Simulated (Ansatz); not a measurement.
# EuIn3 (AuCu3-type structure)

Method: PBEsol, scalar-relativistic; collinear spin; PAW, 420 eV, Γ-centred 8×8×8 mesh, 0.05 eV Gaussian smearing; code Ansatz; PAW files: Ansatz's generated set soft_2.

```cif
data_structure
_symmetry_space_group_name_H-M 'Pm-3m'
_symmetry_Int_Tables_number 221
_cell_length_a 4.6358
_cell_length_b 4.6358
_cell_length_c 4.6358
_cell_angle_alpha 90.000
_cell_angle_beta 90.000
_cell_angle_gamma 90.000
_cell_volume 99.62
loop_
_atom_site_label
_atom_site_type_symbol
_atom_site_symmetry_multiplicity
_atom_site_Wyckoff_symbol
_atom_site_fract_x
_atom_site_fract_y
_atom_site_fract_z
_atom_site_occupancy
Eu1 Eu 1 a 0.00000 0.00000 0.00000 1
In1 In 3 c 0.00000 0.50000 0.50000 1
```

The start was a prototype's sites filled with these elements, not a measured cell.

Magnetic state: ferromagnetic, site spin moments Eu 6.72 μB.

The cell above was scaled in volume, its shape and atoms being fixed by the lattice's symmetry. Energies are counted from the cell above.

Cell and atoms are those of this level's equilibrium.

```json
{"V (Å³/atom)": "23.910", "ΔE (meV/atom)": "6.48", "P from the stress (GPa)": "2.24"}
{"V (Å³/atom)": "24.408", "ΔE (meV/atom)": "1.50", "P from the stress (GPa)": "1.04"}
{"V (Å³/atom)": "24.906", "ΔE (meV/atom)": "0.00", "P from the stress (GPa)": "0.00"}
{"V (Å³/atom)": "25.404", "ΔE (meV/atom)": "1.48", "P from the stress (GPa)": "-0.92"}
{"V (Å³/atom)": "25.902", "ΔE (meV/atom)": "5.65", "P from the stress (GPa)": "-1.74"}
```

Problem. Do the energies and the pressures agree? Compare −ΔE/ΔV between neighbouring points (1 meV/Å³ = 0.1602 GPa) with the mean of their pressures.

Solution. 
```
interval (Å³/atom)  −ΔE/ΔV (GPa)  mean P (GPa)
    23.91 to 24.41           1.6           1.6
    24.41 to 24.91           0.5           0.5
    24.91 to 25.40          -0.5          -0.5
    25.40 to 25.90          -1.3          -1.3
```
They differ by 0.03 GPa at most.

Problem. What do the two routes give for V0, B0 and B0′?

Solution. A third-order Birch–Murnaghan fit of the energies: V0 = 24.90 Å³/atom, B0 = 49 GPa, B0′ = 5.6. A polynomial of P in ln V, with B = −dP/d ln V at P = 0: V0 = 24.90 Å³/atom, B0 = 49 GPa, B0′ = 5.4.

B0·V0 = 48.7 GPa × 24.90 Å³ = 7.56 eV/atom sets the scale: near the minimum ΔE ≈ ½ B0 V0 x², with x = V/V0 − 1, and a pressure of 0.5 GPa squeezes the volume by about 1 %. At the ends of the curve: x = −4.0 % predicts 5.9 meV/atom and the run gives 6.5; x = +4.0 % predicts 6.2 meV/atom and the run gives 5.6. The lopsidedness is anharmonic: atoms resist being pushed together more than being pulled apart.

Without a U the 4f levels of Eu lie too near the Fermi level, so their share of the states there, and what hangs on it, is overstated. Spin–orbit coupling, which matters for such heavy elements, is left out. The run wasn't fully tested for a lower electronic state. Site moments are of spin, integrated over atomic spheres. No antiparallel order was tried. The run is a metal.
